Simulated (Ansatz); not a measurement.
SiGe:
```yaml
crystal:
  lattice:
    - [3.95960, 0.00000, 0.00000]
    - [0.00000, 3.96615, 0.00000]
    - [0.00000, 0.00000, 5.59585]
  atoms:
    - { symbol: Si, position: [0.75000, 0.00000, 0.88095] }
    - { symbol: Si, position: [0.25000, 0.00000, 0.11905] }
    - { symbol: Ge, position: [0.25000, 0.50000, 0.36854] }
    - { symbol: Ge, position: [0.75000, 0.50000, 0.63146] }
```

Relaxed with PBE. Special points in fractions of this cell's reciprocal vectors: Γ (0.000, 0.000, 0.000); X (0.500, 0.000, 0.000); S (0.500, 0.500, 0.000); Y (0.000, 0.500, 0.000); Z (0.000, 0.000, 0.500); U (0.500, 0.000, 0.500); R (0.500, 0.500, 0.500); T (0.000, 0.500, 0.500).

Q: List the band energies nearest the valence-band maximum at these points for PBE (plane waves, PAW; program Ansatz).

A: In eV from the valence-band maximum; about four levels below and three above (degenerate sets whole), none deeper than 8.9 eV; points with the same levels are listed once.

| k | below | above |
|---|---|---|
| Γ | -2.95 -0.13 -0.06 0.00 | 0.60 0.81 1.35 |
| X | -3.72 -3.72 -1.45 -1.45 | 2.15 2.15 4.52 4.52 |
| S | -3.00 -3.00 -2.84 -2.84 | 0.42 0.42 1.07 1.07 |
| Y | -3.83 -3.64 -1.76 -1.12 | 1.81 2.51 4.48 |
| Z | -2.26 -2.03 -1.92 -1.66 | 0.75 1.27 2.88 |
| U | -1.35 -1.35 -1.31 -1.31 | 0.69 0.69 3.44 3.44 |
| R | -3.83 -3.83 -3.77 -3.77 | 4.20 4.20 4.43 4.43 |
| T | -1.70 -1.36 -1.28 -0.94 | 0.27 1.13 3.09 |

Space group Pmma. The start of the workflow was typed in or built on a structure type; neither database checked (COD, Materials Project) lists it. Its standing as an ambient phase is unchecked. The cell was relaxed with PBE under the symmetry of its start; whether a distortion lowers the energy is not shown. Spin–orbit coupling is left out wherever it is not named.

Potentials: the earlier of the program's two PAW sets.
